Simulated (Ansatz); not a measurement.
**Run record: phonons of YS (Fm-3m)**

Computed with PBEsol, all-electron LAPW in Ansatz 0.2.0, scalar-relativistic; not a measurement.

The cell is the relaxed one with its volume scaled by 0.98.

Command line:

```sh
ansatz run input.yaml --threads 1 --pin off --max-ram 3072MiB --backend cpu --events-out ev --progress --plain --runs-dir out
```

Input:

```yaml
crystal:
  lattice:
    - [0.0, 2.7120081416, 2.7120081416]
    - [2.7120081416, 0.0, 2.7120081416]
    - [2.7120081416, 2.7120081416, 0.0]
  atoms:
    - { symbol: "Y", position: [0.5, 0.5, 0.5] }
    - { symbol: S, position: [0.0, 0.0, 0.0] }
kpoints:
  mp_grid: { grid: [12, 12, 12] }
scf:
  occupations: { method: fermi_dirac, width: 0.1 }
hamiltonian:
  xc: pbesol
  pseudopotentials: { kind: all_electron, lapw: { basis_error: 0.0005 } }
phonons:
  qmesh: [2, 2, 2]
  qpath:
    path:
      - [0.0, 0.0, 0.0]
      - [0.5, 0.0, 0.5]
      - [0.625, 0.25, 0.625]
      - [0.375, 0.375, 0.75]
      - [0.0, 0.0, 0.0]
      - [0.5, 0.5, 0.5]
      - [0.5, 0.25, 0.75]
      - [0.5, 0.0, 0.5]
    npoints: 6
  temperatures: { t_min: 0, t_max: 1000, t_step: 100 }
```

Output (shortened where marked):

```
Warning: RAYON_NUM_THREADS=1 ignored (pool sized by the plan → 1); use --threads N
LAPW: plane waves up to 7.657 Å⁻¹, error target 5.0e-4 eV per atom; small_component_spin mean_spin; S in spheres of 1.203 Å, 14 of its electrons in bands, Dirac shells []; Y in spheres of 1.428 Å, 29 of its electrons in bands, ...
Engine: ansatz 0.2.0, aarch64-unknown-linux-gnu
Pseudopotentials: kind: all_electron
Pseudopotential: Y, LAPW, valence charge 29, lapw/all_electron/scalar/gaussian/Y, Koelling and Harmon's equation, gaussian nucleus
Pseudopotential: S, LAPW, valence charge 14, lapw/all_electron/scalar/gaussian/S, Koelling and Harmon's equation, gaussian nucleus
Functional definition: PBEsol
  exchange = pbesol_x
  correlation = pbesol_c
Crystal: 4 atoms, lattice volume = 79.787 Å³
Basis set: ecut = 223.38192431985627 eV, 609 PW (Γ), FFT grids on a1, a2, −a1+a2+a3, exchange–correlation at level 2
Bands: 52, of which v1, the nominal top of the filled ones, is band 43 counted from 1 (42 counted from 0)
Symmetry: 32 space group operations
k-points: 100 of 864
Non-local potential: Y, projectors of the file, none
Non-local potential: S, projectors of the file, none
Initial density: superposition of atomic densities (chi_scale 0.1, normalization cell, long waves kept (reshape's long-wave potential 0.00 eV rms))
Initial wavefunctions: plane waves of lowest kinetic energy (no species holds an atomic orbital)
Functional: x = pbesol(κ = 0.804, μ = 0.12345679012345678), c = pbesol(β = 0.046)
iter 1 solved again at ethr=1.22e-3 eV; its pass at ethr=1.00e-1 eV (dr2=1.05e0 eV) is discarded
SCF iter   1: F=—  HF=-205831.458990 eV  |F-HF|=—  |Δ(HF+E_count)|=         —  Δρ=2.62e-2  dr2=1.05e0  ethr=1.22e-3  ⟨swp⟩=2.0  Hψ=32863  notcnv=0
preconditioner: auto → Kerker (q_TF=auto, 2.763 Å⁻¹)  [metal: Δε(μ)=0.058 eV  Ē_g=9.973 eV  σ=0.100 eV  W_gap=0.14  n_scr=28 (ndim 8)  ℏωp=17.6 eV  f_vac=0.000  D(μ)=1.51/eV (n_scr^D=6)]
SCF iter   2: F=—  HF=-205831.194714 eV  |F-HF|=—  |Δ(HF+E_count)|=   2.64e-1  Δρ=1.55e-2  dr2=3.74e-1  ethr=1.22e-3  ⟨swp⟩=2.0  Hψ=16500  notcnv=0
SCF iter   3: F=—  HF=-205831.134620 eV  |F-HF|=—  |Δ(HF+E_count)|=   6.01e-2  Δρ=7.99e-3  dr2=1.02e-1  ethr=4.34e-4  ⟨swp⟩=2.0  Hψ=15230  notcnv=0
iter 4 solved again at ethr=1.71e-6 eV; its pass at ethr=1.19e-4 eV (dr2=1.47e-3 eV) is discarded
SCF iter   4: F=—  HF=-205831.123637 eV  |F-HF|=—  |Δ(HF+E_count)|=         —  Δρ=1.55e-3  dr2=1.48e-3  ethr=1.71e-6  ⟨swp⟩=2.4  Hψ=26987  notcnv=0
the basis was enlarged: its passes take 365.2 KiB over the memory plan, 1 of 1 planned eigensolver slots
SCF iter   5: F=—  HF=-205831.120989 eV  |F-HF|=—  |Δ(HF+E_count)|=   2.65e-3  Δρ=4.43e-4  dr2=1.13e-4  ethr=1.71e-6  ⟨swp⟩=2.9  Hψ=16162  notcnv=0
SCF iter   6: F=—  HF=-205831.120999 eV  |F-HF|=—  |Δ(HF+E_count)|=   1.05e-5  Δρ=1.88e-4  dr2=3.96e-5  ethr=1.31e-7  ⟨swp⟩=2.9  Hψ=16024  notcnv=0
SCF iter   7: F=—  HF=-205831.121002 eV  |F-HF|=—  |Δ(HF+E_count)|=   2.87e-6  Δρ=6.49e-5  dr2=5.39e-6  ethr=4.60e-8  ⟨swp⟩=2.0  Hψ=15899  notcnv=0
SCF iter   8: F=—  HF=-205831.121001 eV  |F-HF|=—  |Δ(HF+E_count)|=   1.13e-6  Δρ=2.14e-5  dr2=5.93e-7  ethr=6.26e-9  ⟨swp⟩=2.2  Hψ=15931  notcnv=0
[... 61 lines left out ...]
SCF iter   8: F=-205831.120537 eV  HF=-205831.120537 eV  |F-HF|=1.46e-10  |Δ(HF+E_count)|=  2.91e-11  Δρ=3.87e-7  dr2=1.94e-10  ethr=1.26e-11 (applied; sched 1.73e-12)  ⟨swp⟩=2.0  Hψ=38475  notcnv=0
SCF 5 converged in 8 iterations: F = -205831.120537 eV  dr2 = 1.94e-10
iter 1 solved again at ethr=2.61e-7 eV; its pass at ethr=1.00e-1 eV (dr2=2.24e-4 eV) is discarded
SCF iter   1: F=—  HF=-205831.120690 eV  |F-HF|=—  |Δ(HF+E_count)|=         —  Δρ=2.94e-4  dr2=2.21e-4  ethr=2.61e-7  ⟨swp⟩=4.6  Hψ=100188  notcnv=0
SCF iter   2: F=—  HF=-205831.120659 eV  |F-HF|=—  |Δ(HF+E_count)|=   3.10e-5  Δρ=1.98e-4  dr2=1.25e-4  ethr=2.57e-7  ⟨swp⟩=2.0  Hψ=38475  notcnv=0
SCF iter   3: F=—  HF=-205831.120632 eV  |F-HF|=—  |Δ(HF+E_count)|=   2.71e-5  Δρ=6.84e-5  dr2=2.51e-5  ethr=1.45e-7  ⟨swp⟩=2.0  Hψ=38479  notcnv=0
iter 4 solved again at ethr=1.50e-9 eV; its pass at ethr=2.92e-8 eV (dr2=1.29e-6 eV) is discarded
SCF iter   4: F=—  HF=-205831.120630 eV  |F-HF|=—  |Δ(HF+E_count)|=   1.86e-6  Δρ=2.30e-5  dr2=1.29e-6  ethr=1.50e-9  ⟨swp⟩=2.0  Hψ=64521  notcnv=0
SCF iter   5: F=—  HF=-205831.120630 eV  |F-HF|=—  |Δ(HF+E_count)|=   3.76e-7  Δρ=1.18e-5  dr2=3.27e-7  ethr=1.50e-9  ⟨swp⟩=2.4  Hψ=38582  notcnv=0
SCF iter   6: F=—  HF=-205831.120630 eV  |F-HF|=—  |Δ(HF+E_count)|=   6.68e-8  Δρ=4.18e-6  dr2=3.36e-8  ethr=3.80e-10  ⟨swp⟩=2.2  Hψ=38528  notcnv=0
SCF iter   7: F=—  HF=-205831.120630 eV  |F-HF|=—  |Δ(HF+E_count)|=   9.26e-9  Δρ=1.37e-6  dr2=2.58e-9  ethr=3.90e-11  ⟨swp⟩=3.0  Hψ=38901  notcnv=0
SCF iter   8: F=-205831.120630 eV  HF=-205831.120630 eV  |F-HF|=8.73e-11  |Δ(HF+E_count)|=  9.31e-10  Δρ=7.78e-7  dr2=5.91e-10  ethr=1.26e-11 (applied; sched 3.00e-12)  ⟨swp⟩=2.0  Hψ=38475  notcnv=0
SCF 6 converged in 8 iterations: F = -205831.120630 eV  dr2 = 5.91e-10
SCF converged after 11 iterations
Free energy (F): -205831.121001 eV
Harris-Foulkes:  -205831.121001 eV  (|F-HF|=5.82e-11)
Internal energy: -205831.070955 eV  (E = F + TS)
E sigma→0 (E₀):  -205831.095978 eV
Entropy (-TS):   -0.050046 eV (-12.512 meV/atom)
Fermi energy:    14.402769 eV
--- Per-component energies (eV) ---
  E_band       = -9729.456761
  E_kinetic    = 211664.404750
  E_xc         = -7229.548506
  E_electrostatic = -410265.927198  (all electrons and nuclei)
  E_smearing   = -0.050046  (= −TS)
  E_closure    = 0.000000  (closes the sum)
  Σ components = -205831.121001   (vs F -205831.121001, Δ=0.00e0)
  Basis errors (estimates in eV, not in F): energy 1.6e-4 per atom: plane waves 1.4e-4 (8.3e-5 summed), levels above the bands 2.2e-19, relativity 1.2e-8, radial functions 1.6e-5, core shells 1.3e-15; eigenvalues (radial ...
--- Forces (eV/Å), atoms counted from 1 ---
  atom   1  Y      0.00000000    -0.00000000     0.00000000
  atom   2  S     -0.00000000     0.00000000     0.00000000
  atom   3  Y      0.00000000    -0.00000000    -0.00000000
  atom   4  S      0.00000000     0.00000000     0.00000000
  max |Σ_I F_I| component: 9.86e-31 eV/Å
--- Phonons: 4 displaced members + 2 references (amplitude of the first 0.01 Å, Σ member SCF iterations 32) ---
  ASR residual: 2.193e-4 → 0.000e0 eV/Å²; symmetrization residual: 9.964e-4 eV/Å²
  largest component of a force at the reference: 1.0e-30 eV/Å
  ASR residual per site (eV/Å²): 2.82e-5 2.19e-4
  Γ frequencies (cm⁻¹): 0.00 0.00 0.00 309.29 309.29 309.29
--- Phonons (by wavevector): 3 wavevectors in 2 supercells ---
  supercell 1 (2 cells, vectors [1, 0, 0], [0, 1, -1], [0, 0, 2] in multiples of the cell's): 2 displaced members by 0.01 Å; free energy -205831.121001 eV; taken off its force constants: by the sum rule 2.2e-4, by the ...
  symmetry images taken by strict's conditions (phonons.symmetry_images: auto; settled by no image being taken that strict refuses)
  supercell 2 (2 cells, vectors [1, 0, 0], [0, 1, 0], [0, 0, 2] in multiples of the cell's): 2 displaced members by 0.01 Å; free energy -205831.121001 eV; taken off its force constants: by the sum rule 2.2e-4, by the ...
  symmetry images taken by strict's conditions (phonons.symmetry_images: auto; settled by no image being taken that strict refuses)
  q = [0.0000, 0.0000, 0.0000] (star 1, supercell 1; hermiticity 0.00e0, symmetrization 7.20e-5): -0.00 -0.00 -0.00 309.29 309.29 309.29
  q = [0.0000, 0.0000, -0.5000] (star 4, supercell 2; hermiticity 1.09e-16, symmetrization 3.83e-16): 124.15 149.71 149.71 288.28 288.28 308.63
  q = [0.0000, -0.5000, -0.5000] (star 3, supercell 1; hermiticity 2.06e-16, symmetrization 3.98e-16): 97.90 97.90 107.82 303.78 303.78 309.75
  joined force constants: q→R imaginary residual 4.28e-17
  density of states and harmonic sums: on the 20×20×20 q-mesh, interpolated from the force constants of a 2×2×2 supercell (no non-analytic term)
  largest difference from the sums on the solved wave vectors: F 7.97e-2 eV, S 1.12e-4 and C_V 3.23e-5 eV/K
```

The calculation finished and met its thresholds.

Harmonic thermodynamics:

Harmonic phonons of a crystal by Kohn-Sham DFT at the given cell, standard atomic masses, acoustic sum rule imposed; negative wavenumbers are unstable modes; sums over wave vectors interpolated from the q mesh.

| Property | Result |
| --- | --- |
| Zero point energy | 38.69 meV/atom |

```
temperature (K)  phonon heat capacity (k_B/atom)  phonon entropy (k_B/atom)  phonon free energy (meV/atom)
            100                            1.571                      1.066                          35.42
            200                            2.443                       2.48                          19.88
            300                            2.725                      3.533                          -6.26
            400                            2.839                      4.335                          -40.3
            500                            2.895                      4.975                         -80.51
            600                            2.926                      5.506                         -125.7
            700                            2.946                      5.959                         -175.2
            800                            2.958                      6.353                         -228.3
            900                            2.967                      6.702                         -284.6
           1000                            2.973                      7.015                         -343.7
```

Zone-centre phonons:

Optical zone-centre levels upwards with Mulliken labels, activity, and the element with most of the kinetic energy.

```json
{
 "Point group": "m-3m"
}
```

```
number  phonon wavenumber (cm⁻¹)  label  infrared  raman  lead element
     1                     309.3    T1u       yes     no             S
```

### Phonons on the q mesh

One row a degenerate set, branches counted upwards.

```
Unstable phonons : no
```

```
point  q a (r.l.u.)  q b (r.l.u.)  q c (r.l.u.)  branch  phonon wavenumber (cm⁻¹)  degeneracy
Gamma             0             0             0       4                     309.3           3
    L           0.5             0             0       1                     124.2           1
    L           0.5             0             0       2                     149.7           2
    L           0.5             0             0       4                     288.3           2
    L           0.5             0             0       6                     308.6           1
    X           0.5           0.5             0       1                      97.9           2
    X           0.5           0.5             0       3                     107.8           1
    X           0.5           0.5             0       4                     303.8           2
    X           0.5           0.5             0       6                     309.8           1
```

Keep in mind: responses of metals move with mesh and smearing; cell scaled away from its relaxed volume; coarse q mesh; activity by symmetry alone, a metal screens infrared modes.

Time and hardware: 21 min on 1 thread of Arm Neoverse V2 (shared host), peak memory 1.4 GiB.
